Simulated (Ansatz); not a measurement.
RbCl:
```cif
data_ClRb
_chemical_formula_sum 'Rb1 Cl1'
_space_group_name_H-M_alt 'P 1'
_space_group_IT_number 1
_cell_length_a 4.73694
_cell_length_b 4.73694
_cell_length_c 4.73694
_cell_angle_alpha 60.000
_cell_angle_beta 60.000
_cell_angle_gamma 60.000
loop_
_space_group_symop_operation_xyz
  'x, y, z'
loop_
_atom_site_label
_atom_site_type_symbol
_atom_site_fract_x
_atom_site_fract_y
_atom_site_fract_z
_atom_site_occupancy
Rb1 Rb 0.00000 0.00000 0.00000 1
Cl1 Cl 0.50000 0.50000 0.50000 1
```

Relaxed with PBE.

Problem. Which orbitals make up the states near the band edges in PBE (plane waves, PAW; program Ansatz)?

Solution. Top 1 eV of the valence band: Cl 3p 96 %. Bottom 1 eV of the conduction band: Rb 5s 79 %, Cl 3s 12 %. Projections are on Löwdin-orthogonalised atomic valence shells; empty p or d shells of many metals are not among them.

Problem. Tabulate the density of states.

Solution. States/eV per cell of 2 atoms, in 0.25 eV bins, energy from the valence-band maximum.

| E (eV) | total | Cl 3p | Rb 5s | Cl 3s |
|---|---|---|---|---|
| -7.85 | 0.00 | 0.00 | 0.00 | 0.00 |
| -7.60 | 0.00 | 0.00 | 0.00 | 0.00 |
| -7.35 | 0.00 | 0.00 | 0.00 | 0.00 |
| -7.10 | 0.00 | 0.00 | 0.00 | 0.00 |
| -6.85 | 0.00 | 0.00 | 0.00 | 0.00 |
| -6.60 | 0.00 | 0.00 | 0.00 | 0.00 |
| -6.35 | 0.00 | 0.00 | 0.00 | 0.00 |
| -6.10 | 0.00 | 0.00 | 0.00 | 0.00 |
| -5.85 | 0.00 | 0.00 | 0.00 | 0.00 |
| -5.60 | 0.00 | 0.00 | 0.00 | 0.00 |
| -5.35 | 0.00 | 0.00 | 0.00 | 0.00 |
| -5.10 | 0.00 | 0.00 | 0.00 | 0.00 |
| -4.85 | 0.00 | 0.00 | 0.00 | 0.00 |
| -4.60 | 0.00 | 0.00 | 0.00 | 0.00 |
| -4.35 | 0.00 | 0.00 | 0.00 | 0.00 |
| -4.10 | 0.00 | 0.00 | 0.00 | 0.00 |
| -3.85 | 0.00 | 0.00 | 0.00 | 0.00 |
| -3.60 | 0.00 | 0.00 | 0.00 | 0.00 |
| -3.35 | 0.00 | 0.00 | 0.00 | 0.00 |
| -3.10 | 0.00 | 0.00 | 0.00 | 0.00 |
| -2.85 | 0.00 | 0.00 | 0.00 | 0.00 |
| -2.60 | 0.00 | 0.00 | 0.00 | 0.00 |
| -2.35 | 0.00 | 0.00 | 0.00 | 0.00 |
| -2.10 | 0.00 | 0.00 | 0.00 | 0.00 |
| -1.85 | 0.00 | 0.00 | 0.00 | 0.00 |
| -1.60 | 0.00 | 0.00 | 0.00 | 0.00 |
| -1.35 | 0.00 | 0.00 | 0.00 | 0.00 |
| -1.10 | 0.00 | 0.00 | 0.00 | 0.00 |
| -0.85 | 0.13 | 0.12 | 0.02 | 0.00 |
| -0.60 | 4.81 | 4.35 | 0.38 | 0.01 |
| -0.35 | 9.90 | 9.57 | 0.12 | 0.00 |
| -0.10 | 9.15 | 8.97 | 0.01 | 0.00 |
| 0.15 | 0.00 | 0.00 | 0.00 | 0.00 |
| 0.40 | 0.00 | 0.00 | 0.00 | 0.00 |
| 0.65 | 0.00 | 0.00 | 0.00 | 0.00 |
| 0.90 | 0.00 | 0.00 | 0.00 | 0.00 |
| 1.15 | 0.00 | 0.00 | 0.00 | 0.00 |
| 1.40 | 0.00 | 0.00 | 0.00 | 0.00 |
| 1.65 | 0.00 | 0.00 | 0.00 | 0.00 |
| 1.90 | 0.00 | 0.00 | 0.00 | 0.00 |
| 2.15 | 0.00 | 0.00 | 0.00 | 0.00 |
| 2.40 | 0.00 | 0.00 | 0.00 | 0.00 |
| 2.65 | 0.00 | 0.00 | 0.00 | 0.00 |
| 2.90 | 0.00 | 0.00 | 0.00 | 0.00 |
| 3.15 | 0.00 | 0.00 | 0.00 | 0.00 |
| 3.40 | 0.00 | 0.00 | 0.00 | 0.00 |
| 3.65 | 0.00 | 0.00 | 0.00 | 0.00 |
| 3.90 | 0.00 | 0.00 | 0.00 | 0.00 |
| 4.15 | 0.00 | 0.00 | 0.00 | 0.00 |
| 4.40 | 0.00 | 0.00 | 0.00 | 0.00 |
| 4.65 | 0.00 | 0.00 | 0.00 | 0.00 |
| 4.90 | 0.02 | 0.00 | 0.02 | 0.00 |
| 5.15 | 0.09 | 0.00 | 0.07 | 0.01 |
| 5.40 | 0.14 | 0.01 | 0.11 | 0.02 |
| 5.65 | 0.19 | 0.01 | 0.15 | 0.02 |
| 5.90 | 0.25 | 0.02 | 0.20 | 0.03 |
| 6.15 | 0.32 | 0.02 | 0.25 | 0.03 |
| 6.40 | 0.74 | 0.03 | 0.31 | 0.03 |
| 6.65 | 1.16 | 0.03 | 0.36 | 0.03 |
| 6.90 | 1.50 | 0.04 | 0.47 | 0.03 |
| 7.15 | 2.22 | 0.06 | 0.69 | 0.03 |
| 7.40 | 3.72 | 0.10 | 1.02 | 0.03 |
| 7.65 | 3.37 | 0.11 | 0.95 | 0.02 |
| 7.90 | 1.59 | 0.04 | 0.60 | 0.01 |
| 8.15 | 0.85 | 0.01 | 0.27 | 0.01 |
| 8.40 | 0.54 | 0.00 | 0.04 | 0.00 |
| 8.65 | 0.63 | 0.00 | 0.00 | 0.00 |
| 8.90 | 1.37 | 0.01 | 0.12 | 0.00 |
| 9.15 | 2.83 | 0.01 | 0.19 | 0.00 |
| 9.40 | 4.27 | 0.02 | 0.14 | 0.00 |
| 9.65 | 4.96 | 0.03 | 0.18 | 0.00 |

Space group Fm-3m (rock salt). Symmetry was held in the PBE relaxation; phonons on a q-mesh show no instability. Spin–orbit coupling is left out wherever it is not named.

Potentials: the later of the program's two PAW sets.
